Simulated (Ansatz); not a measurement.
Band table of HfC (rocksalt type)

```xyz
2
Lattice="0.0000 1.9054 1.9054 1.9054 0.0000 1.9054 1.9054 1.9054 0.0000" Properties=species:S:1:pos:R:3 pbc="T T T"
Hf    0.0000    0.0000    0.0000
C     1.9054    1.9054    1.9054
```

The cell comes from a relaxation on PAW files under the same functional, begun from a prototype that needn't be the stable phase.

Level of theory: DFT with PBE, scalar-relativistic, in Ansatz 0.2.0; a Γ-centred 17×17×17 k mesh, Fermi–Dirac smearing of 0.1 eV, no spin polarisation. PAW: frozen-core files, cutoff 420 eV.

This run: volume at 0.55 of the series' base cell.

Spin–orbit coupling is left out, which matters for the heavy atoms.

Path points, in fractions of the reciprocal vectors: Γ (0.000, 0.000, 0.000), X (0.500, 0.000, 0.500), U (0.625, 0.250, 0.625), K (0.375, 0.375, 0.750), L (0.500, 0.500, 0.500), W (0.500, 0.250, 0.750). The distance column jumps between branches of the path. Levels in eV from the Fermi level; bands 5 to 17, counted from the lowest band of the run. The gap is zero, the pressure 442.0 GPa.

```
# k(1/Å) point b5 b6 b7 b8 b9 b10 b11 b12 b13 b14 b15 b16 b17
0.000 Γ -15.15 -10.16 -10.16 -10.16 -9.96 -9.49 -9.49 -9.49 0.24 0.24 0.24 1.38 1.38
0.206 - -14.77 -10.18 -10.15 -10.15 -9.95 -9.50 -9.50 -9.50 -0.59 -0.22 -0.22 -0.14 2.27
0.412 - -13.79 -10.21 -10.10 -10.10 -9.93 -9.54 -9.54 -9.53 -3.15 -1.07 -0.63 -0.63 3.91
0.618 - -12.70 -10.13 -10.04 -10.04 -9.88 -9.59 -9.58 -9.58 -5.09 -2.20 -0.70 -0.70 5.48
0.824 - -12.44 -9.97 -9.97 -9.82 -9.73 -9.64 -9.62 -9.62 -5.73 -3.30 -0.46 -0.46 6.20
1.030 - -13.04 -9.91 -9.91 -9.74 -9.70 -9.65 -9.65 -9.55 -4.62 -4.26 0.01 0.01 7.01
1.237 - -13.81 -9.88 -9.88 -9.74 -9.66 -9.66 -9.66 -9.61 -4.99 -2.64 0.59 0.59 7.78
1.443 - -14.37 -9.86 -9.86 -9.77 -9.67 -9.66 -9.66 -9.59 -5.46 -0.83 1.10 1.10 8.34
1.649 X -14.57 -9.86 -9.86 -9.78 -9.69 -9.66 -9.66 -9.56 -5.62 -0.07 1.30 1.30 8.56
1.722 - -14.54 -9.86 -9.86 -9.78 -9.69 -9.66 -9.65 -9.56 -5.60 -0.09 1.17 1.28 8.72
1.795 - -14.43 -9.87 -9.85 -9.78 -9.69 -9.66 -9.65 -9.56 -5.51 -0.18 0.81 1.23 9.19
1.867 - -14.27 -9.88 -9.85 -9.78 -9.70 -9.65 -9.64 -9.56 -5.38 -0.32 0.31 1.17 9.88
1.940 - -14.05 -9.90 -9.84 -9.78 -9.70 -9.65 -9.63 -9.56 -5.23 -0.50 -0.29 1.12 10.74
2.013 - -13.79 -9.91 -9.83 -9.78 -9.70 -9.65 -9.61 -9.56 -5.08 -0.93 -0.73 1.12 10.73
2.086 - -13.50 -9.93 -9.81 -9.78 -9.71 -9.65 -9.58 -9.56 -4.97 -1.57 -0.98 1.21 10.29
2.159 - -13.18 -9.94 -9.80 -9.78 -9.71 -9.64 -9.56 -9.55 -4.93 -2.19 -1.26 1.43 9.81
2.232 U -12.85 -9.95 -9.78 -9.78 -9.72 -9.64 -9.56 -9.50 -4.99 -2.79 -1.55 1.80 9.29
3.241 K -12.85 -9.95 -9.78 -9.78 -9.72 -9.64 -9.56 -9.50 -4.99 -2.79 -1.55 1.80 9.29
3.460 - -11.89 -9.96 -9.76 -9.76 -9.74 -9.62 -9.57 -9.23 -5.73 -4.31 -2.42 3.86 7.61
3.679 - -11.18 -9.95 -9.81 -9.74 -9.74 -9.61 -9.58 -8.62 -6.98 -5.27 -3.11 5.90 6.79
3.897 - -10.85 -9.94 -9.87 -9.81 -9.70 -9.68 -9.55 -8.63 -7.28 -5.55 -3.46 4.31 6.14
4.116 - -11.04 -10.09 -9.94 -9.92 -9.77 -9.65 -9.56 -9.53 -5.87 -5.11 -3.37 2.92 5.06
4.334 - -12.24 -10.23 -10.03 -10.02 -9.86 -9.63 -9.60 -9.51 -4.17 -4.00 -2.83 1.78 4.07
4.553 - -13.64 -10.21 -10.11 -10.09 -9.92 -9.57 -9.54 -9.50 -2.35 -2.33 -1.88 0.94 3.09
4.772 - -14.73 -10.18 -10.15 -10.15 -9.95 -9.51 -9.50 -9.49 -0.66 -0.62 -0.22 0.42 1.77
4.990 Γ -15.15 -10.16 -10.16 -10.16 -9.96 -9.49 -9.49 -9.49 0.24 0.24 0.24 1.38 1.38
5.169 - -14.87 -10.17 -10.15 -10.15 -9.95 -9.50 -9.50 -9.49 -0.58 -0.10 -0.10 1.02 1.02
5.347 - -14.10 -10.19 -10.12 -10.12 -9.93 -9.54 -9.54 -9.49 -1.83 -1.42 -1.42 1.42 1.42
5.526 - -13.07 -10.21 -10.07 -10.07 -9.90 -9.59 -9.59 -9.48 -3.03 -2.84 -2.84 2.33 2.33
5.704 - -12.02 -10.23 -10.00 -10.00 -9.84 -9.65 -9.65 -9.48 -4.09 -4.09 -4.03 3.57 3.57
5.883 - -11.16 -10.23 -9.91 -9.91 -9.75 -9.68 -9.68 -9.48 -5.14 -5.14 -4.78 4.89 5.04
6.061 - -10.68 -10.13 -9.83 -9.83 -9.68 -9.68 -9.66 -9.48 -5.94 -5.94 -5.24 6.12 6.60
6.240 - -10.54 -9.95 -9.81 -9.81 -9.63 -9.63 -9.63 -9.47 -6.45 -6.45 -5.44 7.74 7.95
6.418 L -10.52 -9.86 -9.81 -9.81 -9.64 -9.59 -9.59 -9.47 -6.63 -6.63 -5.49 8.53 8.53
6.564 - -10.56 -9.91 -9.81 -9.65 -9.64 -9.59 -9.51 -9.49 -7.17 -6.50 -4.92 7.67 8.45
6.710 - -10.69 -9.93 -9.80 -9.64 -9.63 -9.60 -9.55 -8.97 -7.94 -6.11 -4.08 6.59 7.93
6.855 - -10.92 -9.95 -9.80 -9.67 -9.64 -9.60 -9.60 -8.55 -8.20 -5.48 -3.38 5.76 7.00
7.001 - -11.25 -9.98 -9.79 -9.72 -9.66 -9.63 -9.59 -8.96 -7.37 -4.64 -2.93 5.26 6.06
7.147 - -11.59 -10.00 -9.79 -9.76 -9.68 -9.66 -9.58 -9.18 -6.58 -3.78 -2.74 5.07 5.35
7.292 - -11.89 -10.03 -9.80 -9.79 -9.69 -9.68 -9.57 -9.30 -5.87 -3.13 -2.73 5.03 5.07
7.438 - -12.07 -10.04 -9.81 -9.81 -9.69 -9.69 -9.56 -9.35 -5.34 -2.85 -2.78 5.08 5.14
7.584 W -12.14 -10.05 -9.81 -9.81 -9.69 -9.69 -9.56 -9.37 -5.12 -2.81 -2.81 5.17 5.17
7.687 - -12.27 -10.03 -9.82 -9.80 -9.69 -9.68 -9.56 -9.40 -4.88 -3.33 -2.29 4.27 6.16
7.790 - -12.63 -9.99 -9.83 -9.79 -9.70 -9.68 -9.56 -9.46 -4.22 -3.84 -1.79 3.47 7.22
7.893 - -13.09 -9.95 -9.84 -9.79 -9.70 -9.67 -9.56 -9.52 -4.32 -3.28 -1.33 2.80 8.30
7.996 - -13.56 -9.92 -9.85 -9.78 -9.70 -9.67 -9.57 -9.56 -4.75 -2.18 -0.91 2.25 9.36
8.099 - -13.98 -9.89 -9.85 -9.78 -9.70 -9.66 -9.61 -9.56 -5.12 -1.01 -0.56 1.83 10.32
8.202 - -14.30 -9.87 -9.86 -9.78 -9.69 -9.66 -9.64 -9.56 -5.39 -0.29 0.10 1.53 9.67
8.305 - -14.50 -9.86 -9.86 -9.78 -9.69 -9.66 -9.65 -9.56 -5.57 -0.12 0.96 1.35 8.88
8.408 X -14.57 -9.86 -9.86 -9.78 -9.69 -9.66 -9.66 -9.56 -5.62 -0.07 1.30 1.30 8.56
```
